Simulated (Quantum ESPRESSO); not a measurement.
GaHf3O7F, one run as intended and one with a planted mistake

Simulated, not a measurement. The program is pw.x of Quantum ESPRESSO 7.5 (plane-wave density functional theory). The cell is made up: 12 atoms on a rutile lattice, with randomly drawn elements, strain and displacements, not relaxed. PseudoDojo standard norm-conserving files (v0.5 for PBE, v0.4.1 for LDA and PBEsol) set the functional; there is no spin polarisation, spin-orbit coupling or dispersion term, and the masses in the input are unused placeholders.

The hafnium pseudopotential is less sure than the others, with forces about 3 percent (worst 6) and pressure in oxides about 1.5 GPa (worst 2.7) from a second method in checks, which no rerun with the same files tests.

Intended input:

```
&control calculation='scf', pseudo_dir='./dojo.nc.sr.pbe.v0_5.standard.upf', outdir='./o', disk_io='low', tprnfor=.true., tstress=.true. /
&system ibrav=0, nat=12, ntyp=4, nbnd=55, ecutwfc=84.00895049, nosym=.true., tot_charge=0,
 occupations='smearing', smearing='fd', degauss=0.0018374661
/
&electrons conv_thr=7.350e-09, electron_maxstep=60, /
ATOMIC_SPECIES
F 1.0 F.upf
Ga 1.0 Ga.upf
Hf 1.0 Hf.upf
O 1.0 O.upf
CELL_PARAMETERS angstrom
4.8341 -0.0681 -0.0067
-0.0681 4.8137 0.0345
-0.0088 0.0456 6.3074
ATOMIC_POSITIONS angstrom
Ga 0.0117 -0.0858 0.0185
Hf 2.4312 2.3341 1.5292
Hf -0.0511 0.1435 3.18
Hf 2.3902 2.4418 4.7289
O 1.4608 1.4456 0.079
O 3.2507 3.259 -0.0236
O 3.8926 0.9308 1.5828
O 1.0342 3.8767 1.696
O 1.5461 1.4513 3.1511
O 3.3592 3.2936 3.1511
O 3.8818 0.9596 4.8368
F 0.9251 3.9678 4.6996
K_POINTS automatic
5 5 4 1 1 1
```

The log is shortened where brackets say so; the opening notice, blank lines, dates and the lines on written files are dropped, and the path of the files is cut. It prints rydbergs, bohrs and kilobars, and counts compression as positive stress. Where no state is partly filled, the Fermi energy that it prints is only some level between the filled and the empty states on the mesh, and need not lie in the true gap.

Log of the intended run:

```
     Program PWSCF v.7.5
     Parallel version (MPI & OpenMP), running on       4 processor cores
     Number of MPI processes:                 4
     Threads/MPI process:                     1
     [start-up lines left out]
     bravais-lattice index     =            0
     lattice parameter (alat)  =       9.1360  a.u.
     unit-cell volume          =     990.2203 (a.u.)^3
     number of atoms/cell      =           12
     number of atomic types    =            4
     number of electrons       =        98.00
     number of Kohn-Sham states=           55
     kinetic-energy cutoff     =      84.0090  Ry
     charge density cutoff     =     336.0358  Ry
     scf convergence threshold =      7.3E-09
     mixing beta               =       0.7000
     number of iterations used =            8  plain     mixing
     Exchange-correlation= PBE
                           (   1   4   3   4   0   0   0)
     [axes and pseudopotential details left out]
   Cartesian axes
     site n.     atom                  positions (alat units)
         1        Ga     tau(   1) = (   0.0024201  -0.0177471   0.0038266  )
         2        Hf     tau(   2) = (   0.5028767   0.4827923   0.3163043  )
         3        Hf     tau(   3) = (  -0.0105697   0.0296820   0.6577608  )
         4        Hf     tau(   4) = (   0.4943962   0.5050693   0.9781399  )
         5        O      tau(   5) = (   0.3021563   0.2990123   0.0163406  )
         6        O      tau(   6) = (   0.6723846   0.6741014  -0.0048815  )
         7        O      tau(   7) = (   0.8051571   0.1925295   0.3273911  )
         8        O      tau(   8) = (   0.2139170   0.8018683   0.3508058  )
         9        O      tau(   9) = (   0.3198000   0.3001913   0.6517830  )
        10        O      tau(  10) = (   0.6948271   0.6812582   0.6517830  )
        11        O      tau(  11) = (   0.8029232   0.1984866   1.0004583  )
        12        F      tau(  12) = (   0.1913505   0.8207117   0.9720794  )
     number of k points=    50  Fermi-Dirac smearing, width (Ry)=  0.0018
                       cart. coord. in units 2pi/alat
        k(    1) = (   0.1015675   0.1011883   0.0952219), wk =   0.0400000
        k(    2) = (   0.1018138   0.0998183   0.2868557), wk =   0.0400000
     [further k points left out]
     Dense  grid:   103023 G-vectors     FFT dimensions: (  54,  54,  72)
     Estimated max dynamical RAM per process >     318.89 MB
     Estimated total dynamical RAM >       1.17 GB
     Initial potential from superposition of free atoms
     starting charge      97.9917, renormalised to      98.0000
     Starting wfcs are   71 randomized atomic wfcs
     total cpu time spent up to now is       10.6 secs
     per-process dynamical memory:   251.6 Mb
     Self-consistent Calculation
     iteration #  1     ecut=    84.01 Ry     beta= 0.70
     Davidson diagonalization with overlap
     ethr =  1.00E-02,  avg # of iterations =  2.0
     total cpu time spent up to now is       27.2 secs
     total energy              =    -771.61349877 Ry
     estimated scf accuracy    <       4.06335675 Ry
     iteration #  2     ecut=    84.01 Ry     beta= 0.70
     Davidson diagonalization with overlap
     ethr =  4.15E-03,  avg # of iterations =  3.9
     total cpu time spent up to now is       47.2 secs
     total energy              =    -771.98115891 Ry
     estimated scf accuracy    <       7.64360510 Ry
     [iterations 3 to 12 left out]
     iteration # 13     ecut=    84.01 Ry     beta= 0.70
     Davidson diagonalization with overlap
     ethr =  2.71E-10,  avg # of iterations =  2.0
     total cpu time spent up to now is      260.2 secs
     total energy              =    -773.61241121 Ry
     estimated scf accuracy    <       0.00000001 Ry
     iteration # 14     ecut=    84.01 Ry     beta= 0.70
     Davidson diagonalization with overlap
     ethr =  1.10E-11,  avg # of iterations =  5.0
     total cpu time spent up to now is      287.0 secs
     End of self-consistent calculation
     [lines on levels left out]
     the Fermi energy is    10.8894 ev
!    total energy              =    -773.61241122 Ry
     estimated scf accuracy    <          7.2E-09 Ry
     smearing contrib. (-TS)   =      -0.00000000 Ry
     internal energy E=F+TS    =    -773.61241122 Ry
     The total energy is F=E-TS. E is the sum of the following terms:
     one-electron contribution =    -222.89564855 Ry
     hartree contribution      =     170.41506476 Ry
     xc contribution           =    -197.68975915 Ry
     ewald contribution        =    -523.44206827 Ry
     convergence has been achieved in  14 iterations
     Forces acting on atoms (cartesian axes, Ry/au):
     atom    1 type  2   force =    -0.02587310    0.06261038    0.09969637
     atom    2 type  3   force =    -0.02307072    0.01953685    0.03573165
     atom    3 type  3   force =    -0.04008551    0.02748317   -0.12483855
     atom    4 type  3   force =     0.04589233   -0.09085626    0.00292326
     atom    5 type  4   force =    -0.05293956   -0.04624800   -0.08058087
     atom    6 type  4   force =     0.09572493    0.09100600   -0.02338619
     atom    7 type  4   force =     0.04412930   -0.04686715    0.00087242
     atom    8 type  4   force =    -0.06635865    0.03408453   -0.02552153
     atom    9 type  4   force =    -0.04260687   -0.02477122    0.04445625
     atom   10 type  4   force =     0.02734616    0.02952769    0.04294649
     atom   11 type  4   force =     0.02771822   -0.03401009   -0.01053232
     atom   12 type  1   force =     0.01012347   -0.02149589    0.03823301
     Total force =     0.311056     Total SCF correction =     0.000176
     Computing stress (Cartesian axis) and pressure
          total   stress  (Ry/bohr**3)                   (kbar)     P=       50.74
   0.00019466   0.00008664   0.00007251           28.64       12.75       10.67
   0.00008664   0.00023217  -0.00002716           12.75       34.15       -4.00
   0.00007251  -0.00002716   0.00060787           10.67       -4.00       89.42
     init_run     :      9.70s CPU     10.33s WALL (       1 calls)
     electrons    :    273.59s CPU    276.40s WALL (       1 calls)
     forces       :      4.06s CPU      4.15s WALL (       1 calls)
     stress       :     13.09s CPU     13.60s WALL (       1 calls)
     [timing details left out]
     PWSCF        :   5m 0.93s CPU   5m 5.13s WALL
     JOB DONE.
```

A second run has one planted mistake: the cell has the wrong charge. The input lines that differ, file-writing options aside:

```
- &system ibrav=0, nat=12, ntyp=4, nbnd=55, ecutwfc=84.00895049, nosym=.true., tot_charge=0,
+ &system ibrav=0, nat=12, ntyp=4, nbnd=55, ecutwfc=84.00895049, nosym=.true., tot_charge=1,
```

Its log:

```
     Program PWSCF v.7.5
     Parallel version (MPI & OpenMP), running on       4 processor cores
     Number of MPI processes:                 4
     Threads/MPI process:                     1
     [start-up lines left out]
     bravais-lattice index     =            0
     lattice parameter (alat)  =       9.1360  a.u.
     unit-cell volume          =     990.2203 (a.u.)^3
     number of atoms/cell      =           12
     number of atomic types    =            4
     number of electrons       =        97.00
     number of Kohn-Sham states=           55
     kinetic-energy cutoff     =      84.0090  Ry
     charge density cutoff     =     336.0358  Ry
     scf convergence threshold =      7.3E-09
     mixing beta               =       0.7000
     number of iterations used =            8  plain     mixing
     Exchange-correlation= PBE
                           (   1   4   3   4   0   0   0)
     [axes and pseudopotential details left out]
   Cartesian axes
     site n.     atom                  positions (alat units)
         1        Ga     tau(   1) = (   0.0024201  -0.0177471   0.0038266  )
         2        Hf     tau(   2) = (   0.5028767   0.4827923   0.3163043  )
         3        Hf     tau(   3) = (  -0.0105697   0.0296820   0.6577608  )
         4        Hf     tau(   4) = (   0.4943962   0.5050693   0.9781399  )
         5        O      tau(   5) = (   0.3021563   0.2990123   0.0163406  )
         6        O      tau(   6) = (   0.6723846   0.6741014  -0.0048815  )
         7        O      tau(   7) = (   0.8051571   0.1925295   0.3273911  )
         8        O      tau(   8) = (   0.2139170   0.8018683   0.3508058  )
         9        O      tau(   9) = (   0.3198000   0.3001913   0.6517830  )
        10        O      tau(  10) = (   0.6948271   0.6812582   0.6517830  )
        11        O      tau(  11) = (   0.8029232   0.1984866   1.0004583  )
        12        F      tau(  12) = (   0.1913505   0.8207117   0.9720794  )
     number of k points=    50  Fermi-Dirac smearing, width (Ry)=  0.0018
                       cart. coord. in units 2pi/alat
        k(    1) = (   0.1015675   0.1011883   0.0952219), wk =   0.0400000
        k(    2) = (   0.1018138   0.0998183   0.2868557), wk =   0.0400000
     [further k points left out]
     Dense  grid:   103023 G-vectors     FFT dimensions: (  54,  54,  72)
     Estimated max dynamical RAM per process >     318.89 MB
     Estimated total dynamical RAM >       1.17 GB
     Initial potential from superposition of free atoms
     starting charge      97.9917, renormalised to      97.0000
     Starting wfcs are   71 randomized atomic wfcs
     total cpu time spent up to now is       10.7 secs
     per-process dynamical memory:   251.6 Mb
     Self-consistent Calculation
     iteration #  1     ecut=    84.01 Ry     beta= 0.70
     Davidson diagonalization with overlap
     ethr =  1.00E-02,  avg # of iterations =  2.0
     total cpu time spent up to now is       27.0 secs
     total energy              =    -772.28336202 Ry
     estimated scf accuracy    <       4.01459963 Ry
     iteration #  2     ecut=    84.01 Ry     beta= 0.70
     Davidson diagonalization with overlap
     ethr =  4.14E-03,  avg # of iterations =  3.7
     total cpu time spent up to now is       48.7 secs
     total energy              =    -772.71771589 Ry
     estimated scf accuracy    <       7.59380238 Ry
     [iterations 3 to 17 left out]
     iteration # 18     ecut=    84.01 Ry     beta= 0.70
     Davidson diagonalization with overlap
     ethr =  9.08E-12,  avg # of iterations =  2.1
     total cpu time spent up to now is      349.8 secs
     total energy              =    -774.24115932 Ry
     estimated scf accuracy    <          7.8E-09 Ry
     iteration # 19     ecut=    84.01 Ry     beta= 0.70
     Davidson diagonalization with overlap
     ethr =  8.01E-12,  avg # of iterations =  1.9
     total cpu time spent up to now is      365.2 secs
     End of self-consistent calculation
     [lines on levels left out]
     the Fermi energy is     8.2461 ev
!    total energy              =    -774.24115932 Ry
     estimated scf accuracy    <          1.5E-09 Ry
     smearing contrib. (-TS)   =      -0.00083930 Ry
     internal energy E=F+TS    =    -774.24032002 Ry
     The total energy is F=E-TS. E is the sum of the following terms:
     one-electron contribution =    -223.88842562 Ry
     hartree contribution      =     169.76919668 Ry
     xc contribution           =    -196.67902281 Ry
     ewald contribution        =    -523.44206827 Ry
     convergence has been achieved in  19 iterations
     Forces acting on atoms (cartesian axes, Ry/au):
     atom    1 type  2   force =    -0.03176340    0.05819378    0.07568311
     atom    2 type  3   force =    -0.00183741    0.01530129    0.04265871
     atom    3 type  3   force =    -0.03998967    0.02388173   -0.08875527
     atom    4 type  3   force =     0.04002198   -0.07589394   -0.00214658
     atom    5 type  4   force =    -0.06362942   -0.05887745   -0.06698278
     atom    6 type  4   force =     0.09835550    0.09270345   -0.01071189
     atom    7 type  4   force =     0.04401269   -0.04647092   -0.01231910
     atom    8 type  4   force =    -0.06249906    0.03392829   -0.02855682
     atom    9 type  4   force =    -0.04383548   -0.02810393    0.02653170
     atom   10 type  4   force =     0.03115212    0.03211767    0.02642845
     atom   11 type  4   force =     0.02191085   -0.02749274   -0.00207203
     atom   12 type  1   force =     0.00810129   -0.01928724    0.04024251
     Total force =     0.281980     Total SCF correction =     0.000098
     Computing stress (Cartesian axis) and pressure
          total   stress  (Ry/bohr**3)                   (kbar)     P=      -92.85
  -0.00083263   0.00004956   0.00009297         -122.48        7.29       13.68
   0.00004956  -0.00079541  -0.00000585            7.29     -117.01       -0.86
   0.00009297  -0.00000585  -0.00026548           13.68       -0.86      -39.05
     init_run     :      9.81s CPU     10.43s WALL (       1 calls)
     electrons    :    351.63s CPU    354.58s WALL (       1 calls)
     forces       :      3.81s CPU      3.91s WALL (       1 calls)
     stress       :     13.04s CPU     13.57s WALL (       1 calls)
     [timing details left out]
     PWSCF        :   6m18.64s CPU   6m23.03s WALL
     JOB DONE.
```

|  | intended run | run with the mistake |
| --- | --- | --- |
| free energy (eV) | -10525.533 | -10534.088 |
| smearing term -TS (eV) | 0.0000 | -0.0114 |
| pressure (GPa) | 5.07 | -9.28 |
| largest force component (eV/Å) | 3.210 | 2.529 |
| largest change of a force component (eV/Å) |  | 0.928 |
| iterations | 14 | 19 |

For scale, a rerun of the intended cell at a cutoff of 1437 eV and k mesh 7 x 7 x 6 moved values by no more than 0.004 eV in energy, 0.03 GPa in stress and 0.003 eV/Å in force. The charged cell sits in a uniform background, so its energy and stress rest on the program's zero of potential.